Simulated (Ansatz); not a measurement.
## MoS2 with oxygen replacing S: what each run costs

MoS2 with oxygen replacing S, neutral cell. Cell: 36 atoms, space group P1, a = 9.507 Å, b = 6.338 Å, c = 12.324 Å, α = 90.00°, β = 90.00°, γ = 120.00°.

All runs are DFT with Ansatz 0.2.0 on 4 threads of Arm Neoverse V1 (aarch64; 8 cores open to the job, memory cap 8.0 GiB, no GPU), a shared host.

Task: Rank the runs by wall time, shortest first.
A. single point at relaxed positions, r2SCAN, 500 eV, 3×4×2 k-points, smearing 0.01 eV
B. single point, PBE, 420 eV, 3×4×2 k-points, smearing 0.01 eV
C. relaxation of the ions, PBE, 420 eV, 3×4×2 k-points, smearing 0.01 eV

Result: B (92 s, 3.1 GiB), A (3 min, 4.6 GiB), C (5.4 min, 3.6 GiB).
